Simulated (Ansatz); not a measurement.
Ansatz (a program for electronic structure) input:

Ansatz 0.2 input:
```yaml
crystal:
  lattice:
    - [4.0592229382, 0.0, 0.0]
    - [0.0, 4.0592229382, 0.0]
    - [0.0, 0.0, 5.2353358362]
  atoms:
    - { symbol: N, position: [0.9047985735, 0.9047985735, 0.0] }
    - { symbol: N, position: [0.0952014265, 0.0952014265, 0.0] }
    - { symbol: N, position: [0.5952014265, 0.4047985735, 0.5] }
    - { symbol: N, position: [0.4047985735, 0.5952014265, 0.5] }
kpoints:
  mp_grid: { grid: [7, 7, 6] }
hamiltonian:
  xc: r2scan
  dispersion: d4
  pseudopotentials: { kind: paw }
scf:
  occupations: { method: fixed }
phonons:
  method: dfpt
  response_accuracy: low
  eigenvectors: true
  rigid_motions: translations
  dielectric: true
  raman: true
```

Output (shortened):

```
Pseudopotential: N, paw, valence charge 5
Functional definition: r2SCAN
Crystal: 4 atoms, lattice volume = 86.264 Å³
Basis set: ecut = 500 eV, 2203 PW (Γ), exchange–correlation on 150×150×200 points (125 copies of the dense FFT grid, shifted against one another)
Bands: 14, of which v1, the nominal top of the filled ones, is band 10 counted from 1 (9 counted from 0)
Symmetry: 16 space group operations
k-points: 148 of 294 (irreducible under 1 space group operation, time reversal used)
SCF iter   1: F=—  HF=-1539.364038 eV  |F-HF|=—  |Δ(HF+E_count)|=         —  Δρ=7.97e-3  dr2=2.88e-2  dr2_τ=8.98e-1  ethr=1.77e-3  ⟨swp⟩=3.8  Hψ=10000  notcnv=0
preconditioner: auto → none
SCF iter   2: F=—  HF=-1539.403781 eV  |F-HF|=—  |Δ(HF+E_count)|=   3.97e-2  Δρ=3.39e-3  dr2=3.52e-3  dr2_τ=7.35e-4  ethr=1.44e-4  ⟨swp⟩=2.0  Hψ=4783  notcnv=0  defer=250
SCF iter   3: F=—  HF=-1539.405534 eV  |F-HF|=—  |Δ(HF+E_count)|=   1.75e-3  Δρ=7.17e-4  dr2=1.54e-4  dr2_τ=3.85e-5  ethr=1.76e-5  ⟨swp⟩=2.0  Hψ=3558  notcnv=0  defer=290
SCF iter   4: F=—  HF=-1539.405596 eV  |F-HF|=—  |Δ(HF+E_count)|=   6.25e-5  Δρ=1.22e-4  dr2=4.80e-6  dr2_τ=1.82e-6  ethr=7.68e-7  ⟨swp⟩=2.0  Hψ=3522  notcnv=0  defer=296
SCF iter   5: F=—  HF=-1539.405601 eV  |F-HF|=—  |Δ(HF+E_count)|=   4.70e-6  Δρ=1.15e-5  dr2=3.11e-8  dr2_τ=4.01e-9  ethr=2.40e-8  ⟨swp⟩=2.0  Hψ=3256  notcnv=0
SCF iter   6: F=—  HF=-1539.405602 eV  |F-HF|=—  |Δ(HF+E_count)|=   5.53e-7  Δρ=1.03e-6  dr2=3.08e-10  dr2_τ=1.46e-10  ethr=1.55e-10  ⟨swp⟩=2.0  Hψ=3552  notcnv=0
SCF iter   7: F=-1539.405602 eV  HF=-1539.405602 eV  |F-HF|=2.02e-11  |Δ(HF+E_count)|=  5.73e-11  Δρ=1.93e-7  dr2=1.37e-11  dr2_τ=2.67e-12  ethr=1.00e-12  ⟨swp⟩=6.8  Hψ=10697  notcnv=0
SCF 1 converged in 7 iterations: F = -1539.405602 eV  dr2 = 1.37e-11
NSCF: frozen V_eff on 6 k-points
DFPT response loops at Γ: preconditioner auto → none (the input reference at scf.mixing.eps_inf says where Resta's filter doesn't serve); β = 0.50 …
── the response to a field inside a basis, on 8×8×6 k-points: an SCF that follows is theirs, and a resumed run solves both again ──
Crystal: 4 atoms, lattice volume = 86.264 Å³
Bands: 11, of which v1, the nominal top of the filled ones, is band 10 counted from 1 (9 counted from 0)
k-points: 30 of 384
SCF iter   1: F=—  HF=-1539.402090 eV  |F-HF|=—  |Δ(HF+E_count)|=         —  Δρ=8.74e-5  dr2=8.35e-7  dr2_τ=3.45e-6  ethr=1.00e-1
preconditioner: auto → none
SCF iter   2: F=—  HF=-1539.402094 eV  |F-HF|=—  |Δ(HF+E_count)|=   4.37e-6  Δρ=4.49e-5  dr2=2.17e-7  dr2_τ=3.02e-7  ethr=4.17e-9
SCF iter   3: F=—  HF=-1539.402094 eV  |F-HF|=—  |Δ(HF+E_count)|=   5.15e-7  Δρ=2.95e-6  dr2=5.29e-9  dr2_τ=1.16e-9  ethr=1.08e-9
SCF iter   4: F=—  HF=-1539.402094 eV  |F-HF|=—  |Δ(HF+E_count)|=   4.68e-8  Δρ=7.63e-7  dr2=2.12e-10  dr2_τ=4.54e-11  ethr=2.64e-11
SCF iter   5: F=-1539.402094 eV  HF=-1539.402094 eV  |F-HF|=6.14e-12  |Δ(HF+E_count)|=   1.69e-8  Δρ=1.45e-7  dr2=9.19e-12  dr2_τ=1.19e-12  ethr=1.06e-12
SCF 1 converged in 5 iterations: F = -1539.402094 eV  dr2 = 9.19e-12
DFPT response loops at Γ: mixed as the last ones told, above
DFPT response loops at Γ: mixed as the last ones told, above
DFPT response loops at Γ: mixed as the last ones told, above
SCF converged after 7 iterations
Free energy (F): -1539.405602 eV
Harris-Foulkes:  -1539.405602 eV  (|F-HF|=2.02e-11)
Internal energy: -1539.405602 eV  (E = F + TS)
E sigma→0 (E₀):  -1539.405602 eV
Fermi energy:    -5.909937 eV
--- Per-component energies (eV) ---
  E_band       = -223.615234
  E_kinetic    = 502.942103
  E_local      = -1468.477123  (includes V_loc(G=0)·N_el)
  E_nonlocal   = 190.435226
  E_hartree    = 467.281187
  E_xc         = -227.430868
  E_vxc        = -326.849409  (∫ρ·V_xc dr)
  E_paw        = -515.959766  (= ΣΔE_a)
  E_vpaw       = -79.001826  (= ΣTr[D̂ρ^β])
  E_aug_tail   = 0.000071  (compensation charges beyond the density's cutoff)
  E_vtau       = 22.773281  (kinetic-family band-sum trace: ∫τ·v_τ [+ j·A + Jᵃ·Aᵃ] dr)
  E_ewald      = -487.977078
  E_disp       = -0.101095  (pairwise vdW)
  E_core_change = -0.118258  (= ΣΔE_core)
  E_smearing   =  0.000000  (= −TS)
  E_closure    = 0.000000  (closes the sum)
  Σ components = -1539.405602   (vs F -1539.405602, Δ=0.00e0)
  [band-id]    e_kinetic+e_local+e_nonlocal+2·e_hartree+e_vxc+e_vpaw+e_augmentation_tail+e_vtau = -223.615304   (vs E_band -223.615234, Δ=-6.98e-5)
--- Band table (eV; the first three rows and the last of 148) ---
  k-point 0: bands = ["-25.1780", "-25.1046", "-9.4987", "-9.4987", "-7.8365", "-7.2313", "-7.2313", "-7.1183", "-6.9152", "-6.0809", "1.7793", "2.7839", "3.1440", "3.1440"]
  k-point 1: bands = ["-25.1730", "-25.1095", "-9.4962", "-9.4962", "-7.8231", "-7.2985", "-7.2351", "-7.2351", "-6.7267", "-6.1017", "1.8394", "2.7081", "3.1401", "3.1401"]
  k-point 2: bands = ["-25.1595", "-25.1229", "-9.4911", "-9.4911", "-7.7747", "-7.5136", "-7.2426", "-7.2426", "-6.4895", "-6.1704", "2.0082", "2.5081", "3.1324", "3.1324"]
  k-point 147: bands = ["-25.1326", "-25.1199", "-9.7708", "-9.7601", "-7.5965", "-7.5301", "-7.3985", "-7.3186", "-6.1422", "-6.0452", "2.7335", "2.7889", "3.0656", "3.2175"]
--- Phonons (Γ-DFPT): 2 representative perturbations + reference, on 148 of 294 k-points (Σ response iterations 13) ---
  ASR residual: 1.493e-3 → 0.000e0 eV/Å²; symmetrization residual: 3.891e-6 eV/Å²
  pairwise dispersion correction: d4 (s6 = 1.0, s8 = 0.6018749, s9 = 1.0, a1 = 0.51559235, a2_bohr = 5.77342911), with the weights of each atom's references …
  ASR residual per site (eV/Å²): 1.49e-3 1.49e-3 1.49e-3 1.49e-3
  Γ frequencies (cm⁻¹): 0.00 0.00 0.00 52.51 52.51 55.23 55.23 84.69 102.89 114.83 2412.64 2414.36
  ε∞ (high-frequency dielectric tensor):
        1.658924     0.000000     0.000000
        0.000000     1.658924     0.000000
        0.000000     0.000000     1.518446
  ε⁰ (static dielectric tensor: ions relaxed, cell fixed):
        1.659189     0.000000     0.000000
        0.000000     1.659189     0.000000
        0.000000     0.000000     1.518446
  ε⁰ − ε∞ (ionic part):
        0.000265     0.000000     0.000000
        0.000000     0.000265     0.000000
        0.000000     0.000000     0.000000
  softest optical mode at Γ: 52.51 cm⁻¹; the repairs (sum rule, projections) moved no ω² at Γ by more than (6.21 cm⁻¹)²
  Born effective charges Z* (e; rows j = field, columns β = displacement):
    site 0:
         0.00000   -0.00212    0.00000
        -0.00212    0.00000    0.00000
         0.00000    0.00000    0.00000
    site 1:
         0.00000   -0.00212    0.00000
        -0.00212    0.00000    0.00000
         0.00000    0.00000    0.00000
    site 2:
         0.00000    0.00212    0.00000
         0.00212    0.00000    0.00000
         0.00000    0.00000    0.00000
    site 3:
         0.00000    0.00212    0.00000
         0.00212    0.00000    0.00000
         0.00000    0.00000    0.00000
  Z* charge neutrality: 3.167e-5 e pre-enforcement
  k-mesh period / interband length: 28.4 Å / 0.70 Å = 40.44 at k = (0.0000, 0.0000, 0.0000), direct gap 7.860 eV — 14 or more, which is no proof of convergence
  Raman tensors (in the event stream and the table raman_tensors.tsv) …
  optical modes at Γ without the LO–TO term, one row a degenerate level:
      ω (cm⁻¹)  modes    IR ((D/Å)²/amu)  static Raman (Å⁴/amu)  depolarisation
         52.51      2             0.0001                 0.0000               —
         55.23      2             0.0000                 4.3067           0.750
         84.69      1             0.0000                 0.0000               —
        102.89      1             0.0000                 5.7415           0.750
        114.83      1             0.0000                 0.0000               —
       2412.64      1             0.0000                96.2422           0.027
       2414.36      1             0.0000                14.6350           0.750
  optical modes at Γ + LO–TO along q̂ = [1.0000, 0.0000, 0.0000]:
      ω (cm⁻¹)  modes    IR ((D/Å)²/amu)  static Raman (Å⁴/amu)  depolarisation
         52.51      1             0.0000                 0.0000               —
         52.51      1             0.0000                 0.0000               —
         55.23      2             0.0000                 4.3067           0.750
         84.69      1             0.0000                 0.0000               —
        102.89      1             0.0000                 5.7415           0.750
        114.83      1             0.0000                 0.0000               —
       2412.64      1             0.0000                96.2422           0.027
       2414.36      1             0.0000                14.6350           0.750
  optical modes at Γ + LO–TO along q̂ = [0.0000, 1.0000, 0.0000]:
      ω (cm⁻¹)  modes    IR ((D/Å)²/amu)  static Raman (Å⁴/amu)  depolarisation
         52.51      1             0.0000                 0.0000               —
         52.51      1             0.0000                 0.0000               —
         55.23      2             0.0000                 4.3067           0.750
         84.69      1             0.0000                 0.0000               —
        102.89      1             0.0000                 5.7415           0.750
        114.83      1             0.0000                 0.0000               —
       2412.64      1             0.0000                96.2422           0.027
       2414.36      1             0.0000                14.6350           0.750
  optical modes at Γ + LO–TO along q̂ = [0.0000, 0.0000, 1.0000]:
      ω (cm⁻¹)  modes    IR ((D/Å)²/amu)  static Raman (Å⁴/amu)  depolarisation
         52.51      2             0.0001                 0.0000               —
         55.23      2             0.0000                 4.3067           0.750
         84.69      1             0.0000                 0.0000               —
        102.89      1             0.0000                 5.7415           0.750
        114.83      1             0.0000                 0.0000               —
       2412.64      1             0.0000                96.2422           0.027
       2414.36      1             0.0000                14.6350           0.750
```

Cost: around 13 core-minutes (rough) on shared cores.

Space group P4_2/mnm. The first step of the workflow began from a Materials Project structure, measured or hypothetical; the Crystallography Open Database copy checked does not list it. It is not the usual solid phase (space group No. 205). The r²SCAN+D4 relaxation kept the symmetry of its start; phonons on a q-mesh show weakly imaginary modes. The substance is a gas or liquid at ambient conditions.

Potentials: the later of the program's two PAW sets.

Ansatz is a plane-wave DFT program.
